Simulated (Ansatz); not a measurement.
Ansatz input

```yaml
crystal:
  lattice:
    - [3.3149235359, 0.0, 0.0]
    - [-1.657461768, 2.8708079937, 0.0]
    - [0.0, 0.0, 5.4333868004]
  atoms:
    - { symbol: Bi, position: [0.3333333333, 0.6666666667, 0.25] }
    - { symbol: Bi, position: [0.6666666667, 0.3333333333, 0.75] }
hamiltonian:
  xc: lda
  pseudopotentials:
    kind: paw
    azcp:
      Bi: "pseudopotentials/Bi.paw.azcp"
basis:
  ecutwfc: 420
  fft_grid_basis: typed
kpoints:
  mp_grid: { grid: [12, 12, 6], shift: [0, 0, 0] }
magnetization:
  spin_polarized: false
scf:
  occupations: { method: fermi_dirac, width: 0.1 }
  lower_state_search: "off"
output:
  stress: true
  write_density: true
  write_potential: true
  elf: true
  volumetric_format: npy
```

and its output:

```
Warning: the record states the generating functional pbe (its physics header spells it `PBE`), which answers neither for hamiltonian.xc's functional nor for the lda family's — results may be inconsistent (PPs are generated against a specific XC)
Engine: ansatz 0.2.0, aarch64-unknown-linux-gnu
Pseudopotentials: kind: paw
Pseudopotential: Bi, paw, valence charge 15, recommended cutoff 420 eV (normal) 
Functional definition: SPW92
  exchange = slater_x
  correlation = pw_c
Crystal: 2 atoms, lattice volume = 51.707 Å³
Basis set: ecut = 420 eV, 1015 PW (Γ)
Bands: 19, of which v1, the nominal top of the filled ones, is band 15 counted from 1 (14 counted from 0)
Symmetry: 24 space group operations
Space group: P63/mmc (ITA 194), of the structure as read, at distance tolerance 3.7e-5 Å
k-points: 76 of 864
Non-local potential: Bi, projectors of the file, l = 0: 2, l = 1: 2, l = 2: 2, l = 3: 2
PAW form: soft (Blöchl's): semilocal exchange-correlation on the pseudo side does not see the compensation charge
PAW frozen core: Bi, regenerated for the run's functional, and the local potential with it (the file was generated under x = pbe(κ = 0.804, μ = 0.2195149727645171), c = pbe(β = 0.06672455060314922))
PAW one-centre angular grid: Bi, 590 points (default); XC on 64 Gauss nodes
Initial density: superposition of atomic densities (neutral atoms: chi_scale 0, normalization atom), corrected by the library's trained network
Initial wavefunctions: pseudopotential atomic-orbital guess
Functional: x = slater, c = lda
SCF iter   1: F=—  HF=-24171.334985 eV  |F-HF|=—  |Δ(HF+E_count)|=         —  Δρ=3.77e-3  dr2=4.14e-3  ethr=1.77e-3  ⟨swp⟩=5.5  Hψ=6549  notcnv=0
SCF iter   2: F=—  HF=-24171.333875 eV  |F-HF|=—  |Δ(HF+E_count)|=   1.11e-3  Δρ=2.34e-3  dr2=1.71e-3  ethr=1.38e-5  ⟨swp⟩=2.4  Hψ=3066  notcnv=0
SCF iter   3: F=—  HF=-24171.333519 eV  |F-HF|=—  |Δ(HF+E_count)|=   3.56e-4  Δρ=5.49e-4  dr2=1.34e-4  ethr=5.70e-6  ⟨swp⟩=2.0  Hψ=2287  notcnv=0
SCF iter   4: F=—  HF=-24171.333493 eV  |F-HF|=—  |Δ(HF+E_count)|=   2.59e-5  Δρ=2.72e-4  dr2=2.67e-5  ethr=4.45e-7  ⟨swp⟩=2.0  Hψ=2565  notcnv=0
SCF iter   5: F=—  HF=-24171.333476 eV  |F-HF|=—  |Δ(HF+E_count)|=   1.78e-5  Δρ=1.58e-4  dr2=7.73e-6  ethr=8.91e-8  ⟨swp⟩=1.0  Hψ=1436  notcnv=0
SCF iter   6: F=—  HF=-24171.333473 eV  |F-HF|=—  |Δ(HF+E_count)|=   2.63e-6  Δρ=4.67e-5  dr2=6.70e-7  ethr=2.58e-8  ⟨swp⟩=2.0  Hψ=2534  notcnv=0
SCF iter   7: F=-24171.333473 eV  HF=-24171.333473 eV  |F-HF|=1.51e-8  |Δ(HF+E_count)|=   3.18e-7  Δρ=6.96e-6  dr2=1.67e-8  ethr=3.33e-10  ⟨swp⟩=8.3  Hψ=10571  notcnv=0
SCF 1 converged in 7 iterations: F = -24171.333473 eV  dr2 = 1.67e-8
SCF converged after 7 iterations
Free energy (F): -24171.333473 eV
Harris-Foulkes:  -24171.333473 eV  (|F-HF|=1.51e-8)
Internal energy: -24171.305914 eV  (E = F + TS)
E sigma→0 (E₀):  -24171.319694 eV
Entropy (-TS):   -0.027558 eV (-13.779 meV/atom)
Fermi energy:    14.772854 eV
--- Per-component energies (eV) ---
  E_band       = -81.324942
  E_kinetic    = 612.922197
  E_local      = -2523.907329  (includes V_loc(G=0)·N_el)
  E_nonlocal   = 1127.715306
  E_hartree    = 786.827435
  E_xc         = -305.132684
  E_vxc        = -294.583938  (∫ρ·V_xc dr)
  E_paw        = -20705.131971  (= ΣΔE_a)
  E_vpaw       = -577.130610  (= ΣTr[D̂ρ^β])
  E_aug_tail   = -0.001052  (compensation charges beyond the density's cutoff)
  E_ewald      = -3164.588047
  E_core_change = -0.009770  (= ΣΔE_core)
  E_smearing   = -0.027558  (= −TS)
  E_closure    = -0.000000  (closes the sum)
  Σ components = -24171.333473   (vs F -24171.333473, Δ=0.00e0)
--- Stress (GPa, compression-positive) ---
       10.645501      -0.000000       0.000000
        0.000000      10.645501       0.000000
        0.000000       0.000000      11.177595
  P = ⅓ Tr σ = 10.8229 GPa (108.229 kbar)
--- Band table (eV; the first three rows and the last of 76) ---
  k-point 0: bands = ["-8.3992", "-8.3942", "-8.3597", "-8.3597", "-8.3415", "-8.3415", "-8.2979", "-8.2979", "-8.1353", "-8.1353", "-0.3274", "3.5560", "8.2822", "18.9593", "18.9593", "20.9513", "20.9513", "21.0388", "22.7624"]
  k-point 1: bands = ["-8.3978", "-8.3934", "-8.3691", "-8.3691", "-8.3472", "-8.3472", "-8.2763", "-8.2763", "-8.1417", "-8.1417", "-0.1799", "2.9947", "9.1592", "19.0762", "19.0762", "19.3151", "20.8059", "20.8059", "22.8240"]
  k-point 2: bands = ["-8.3946", "-8.3919", "-8.3772", "-8.3772", "-8.3605", "-8.3605", "-8.2352", "-8.2352", "-8.1615", "-8.1615", "0.2612", "1.9504", "11.1438", "16.4545", "19.4079", "19.4079", "20.4106", "20.4106", "23.0046"]
  k-point 75: bands = ["-8.4090", "-8.4090", "-8.3045", "-8.3045", "-8.2400", "-8.2400", "-8.2349", "-8.2349", "-8.1293", "-8.1293", "4.8082", "4.8082", "10.1269", "10.1269", "11.2788", "11.2788", "18.1658", "18.1658", "22.8621"]
```
